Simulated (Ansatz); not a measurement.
Ti (bcc (W type), Im-3m) at seven volumes, r²SCAN (plane waves, PAW; program Ansatz), scaled uniformly. One row is withheld.

```json
[
 {"V (Å³/atom)": "15.648", "P (GPa)": "12.30"},
 {"V (Å³/atom)": "16.164", "P (GPa)": "7.66"},
 {"V (Å³/atom)": "16.680", "P (GPa)": "3.58"},
 {"V (Å³/atom)": "17.196", "P (GPa)": "0.00"},
 {"V (Å³/atom)": "17.712", "P (GPa)": "?"},
 {"V (Å³/atom)": "18.228", "P (GPa)": "-5.86"},
 {"V (Å³/atom)": "18.743", "P (GPa)": "-8.26"}
]
```

Fit the shown pressures and predict the withheld one.

P = (3/2)B₀(x^(7/2) − x^(5/2))[1 + (3/4)(B′ − 4)(x − 1)] with x = (V₀/V)^(2/3). Least squares on the six rows gives V₀ = 17.197 Å³/atom, B₀ = 111 GPa, B′ = 3.39. At V = 17.712, x = 0.9805 and P = -3.12 GPa. The run itself gave -3.13 GPa.

This is a known high-temperature phase of the composition, computed here at zero pressure and temperature. The cell was relaxed with r²SCAN under the symmetry of its start. At this level the phase is dynamically unstable (imaginary phonons). The run is not spin-polarised.

Potentials: the earlier of the program's two PAW sets.
